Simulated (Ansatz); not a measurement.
A relaxed structure of BAs is spoiled in several ways and relaxed again each time (noise and exchanges are one random draw each; pressure is positive under compression). All values below come from PBEsol (plane waves to 420 eV, PAW, scalar-relativistic; Ansatz, an electronic-structure program).

Space group F-43m (No. 216); a = b = c = 4.7679 Å, α = β = γ = 90.00°

```csv
atom,site,symmetry,x,y,z
As,4c,-43m,0.2500,0.2500,0.2500
B,4a,-43m,0.0000,0.0000,0.0000
```
(The calculation used a cell of 2 atoms; values per cell refer to that cell.)

| change | first pressure (GPa) | first V (Å³/atom) | released (eV/atom) | moves | outcome | final group | E − E(parent) (eV/atom) |
|---|---|---|---|---|---|---|---|
| with every coordinate shifted by Gaussian noise of σ = 0.2 Å | 3.3 | 13.55 | 0.20 | 5 | returns to the parent | F-43m | 0.000 |
| with every coordinate shifted by Gaussian noise of σ = 0.1 Å | 1.3 | 13.55 | 0.081 | 4 | returns to the parent | F-43m | 0.000 |
| deformed by the Cartesian strain tensor (xx, yy, zz, yz, xz, xy) = (0.036, -0.045, 0.019, -0.045, -0.015, -0.010) | 0.7 | 13.63 | 0.10 | 5 | returns to the parent | F-43m | 0.000 |
| doubled along one cell vector, shaken by Gaussian noise of σ = 0.08 Å a coordinate | 1.3 | 13.55 | 0.087 | 4 | returns to the parent | F-43m | 0.000 |

First-step values come from each run's starting, coarser k-mesh (8×8×8, 8×4×8). The runs use different k-meshes, so differences are rounded accordingly. No spin polarisation in the result.
